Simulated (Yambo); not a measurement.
## NH$_{4}$Br: sweep of GW parameters

G0W0@PBEsol for NH4Br (space group P-43m, No. 215) in Yambo. Reference settings: 4×4×4 Γ-centred k mesh, 141 bands and a 10 Ry block in the screening, 141 bands in G with the Bruneval-Gonze terminator, plasmon pole fitted at 27.2 eV. The PBEsol gap M → Γ on this mesh is 4.09 eV; G0W0 gaps are taken between the same points.

```tsv
change from the reference	G0W0 gap M → Γ (eV)	shift of the valence edge (eV)	rough Yambo cost
reference settings	6.55	-1.67	1
45 bands in W, 45 bands in G	6.44	-1.40	about 1/3
pole fitted at 55 eV	6.55	-1.74	–
no random integration	6.47	-1.49	–
no terminator	6.55	-1.60	–
```

The reference isn't shown to be the converged limit. Costs are rough (shared machines), scaled to the same edge states, and given only for runs that recompute the screening.

Spin-orbit splittings are left out.

Geometry of the Materials Project entry, not relaxed at this level; primitive cell a = 4.000 Å, b = 4.000 Å, c = 4.000 Å, α = 90.00°, β = 90.00°, γ = 90.00°.

A shift is the quasiparticle energy of the state minus its PBEsol energy.
